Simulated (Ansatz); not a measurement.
Relaxed candidate structures of Si:

**A**
```
CELL_PARAMETERS angstrom
      0.00000     2.71688     2.71688
      2.71688     0.00000     2.71688
      2.71688     2.71688     0.00000
ATOMIC_POSITIONS crystal
  Si 0.50000 0.50000 0.50000
  Si 0.75000 0.75000 0.75000
```

**B**
```
Si
1.0
   -3.30082     3.30082     3.30082
    3.30082    -3.30082     3.30082
    3.30082     3.30082    -3.30082
Si
8
Direct
  0.20461   0.20461   0.20461
  0.50000   0.00000   0.29539
  0.29539   0.50000   0.00000
  0.00000   0.29539   0.50000
  0.79539   0.79539   0.79539
  0.50000   0.00000   0.70461
  0.70461   0.50000   0.00000
  0.00000   0.70461   0.50000
```

**C**
```cif
data_Si2
_chemical_formula_sum 'Si2'
_space_group_name_H-M_alt 'P 1'
_space_group_IT_number 1
_cell_length_a 2.66465
_cell_length_b 2.66466
_cell_length_c 4.53918
_cell_angle_alpha 90.000
_cell_angle_beta 90.000
_cell_angle_gamma 120.000
loop_
_space_group_symop_operation_xyz
  'x, y, z'
loop_
_atom_site_label
_atom_site_type_symbol
_atom_site_fract_x
_atom_site_fract_y
_atom_site_fract_z
_atom_site_occupancy
Si1 Si 0.33333 0.66667 0.75000 1
Si2 Si 0.66667 0.33333 0.25000 1
```

**D**
```cif
data_Si8
_chemical_formula_sum 'Si8'
_space_group_name_H-M_alt 'P 1'
_space_group_IT_number 1
_cell_length_a 4.86633
_cell_length_b 4.86633
_cell_length_c 4.86633
_cell_angle_alpha 90.000
_cell_angle_beta 90.000
_cell_angle_gamma 90.000
loop_
_space_group_symop_operation_xyz
  'x, y, z'
loop_
_atom_site_label
_atom_site_type_symbol
_atom_site_fract_x
_atom_site_fract_y
_atom_site_fract_z
_atom_site_occupancy
Si1 Si 0.25000 0.00000 0.50000 1
Si2 Si 0.75000 0.00000 0.50000 1
Si3 Si 0.00000 0.50000 0.25000 1
Si4 Si 0.00000 0.50000 0.75000 1
Si5 Si 0.50000 0.25000 0.00000 1
Si6 Si 0.50000 0.75000 0.00000 1
Si7 Si 0.00000 0.00000 0.00000 1
Si8 Si 0.50000 0.50000 0.50000 1
```

**Question.** Put the candidates in order of energy per atom, lowest first, for PBEsol (plane waves to 420 eV, PAW, scalar-relativistic; Ansatz, a first-principles code).

**Answer.** A (reference, the lowest among the structures calculated here), B (+0.12 eV/atom), C (+0.37 eV/atom), D (+0.47 eV/atom)

**Question.** Give each candidate's band gap.

**Answer.** No gap: B, C, D. A: 0.47 eV (no spin-orbit coupling).

Each run could gain symmetry but not lose that of its start, so entries can be saddle points. From databases, or of a type measured for this composition: Fd-3m, cF8, diamond type; Ia-3, cI16; the others are generated cells (placed on structure types, drawn at random, substituted or restacked) that were not matched to a known phase here. Static energies at zero pressure. The runs use different k-meshes, so differences are rounded accordingly. No spin polarisation in the result.
